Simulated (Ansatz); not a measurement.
BeSe (zinc blende)

```
BeSe
1.0
    0.00000     2.58889     2.58889
    2.58889     0.00000     2.58889
    2.58889     2.58889     0.00000
Se Be
1 1
Direct
  0.75000   0.75000   0.75000
  0.00000   0.00000   0.00000
```

Equation-of-state scan: isotropic scaling of the cell above, V₀ being its volume. Symmetry pins the atoms to their sites.

The numbers are results of PBE (plane waves to 420 eV, PAW, scalar-relativistic; Ansatz, a first-principles code), not measurements. k mesh 11×11×11 (Γ-centred), Fermi-Dirac smearing 0.05 eV. E stands for the smeared free energy. Stress and pressure are positive under compression. BeSe was relaxed with its symmetry unable to fall. The zero of ΔE is the relaxed starting cell.

```tsv
V (Å³/atom)	ΔE (meV/atom)
14.575	138.0
15.131	83.2
15.686	withheld
16.241	18.5
16.796	4.4
17.352	0.0
17.907	4.0
18.462	15.1
19.017	32.3
19.573	54.7
20.128	81.6
```

Fit a third-order Birch-Murnaghan form (E₀, V₀, B₀, B₀′ free) to the given rows and predict ΔE at V = 15.686.

Least squares on the 10 given rows: ΔE = E₀ + (9V₀B₀/16)·y²·[2 + (B₀′ − 4)y], y = (V₀/V)^(2/3) − 1, with V₀ = 17.351 Å³/atom, B₀ = 75.05 GPa (160.2 GPa = 1 eV/Å³; the term in eV is multiplied by 1000), B₀′ = 3.90, E₀ = 0.03 meV/atom; root-mean-square residual 0.04 meV/atom. At 15.686 the fit gives 44.1 meV/atom; the calculation gives 44.1 meV/atom, the same to the digits shown. For the pressure the fit gives 9.2 GPa against the computed 9.2 GPa.

(Under strain, the slope of the energy per volume gives the stress and its curvature an elastic modulus.)
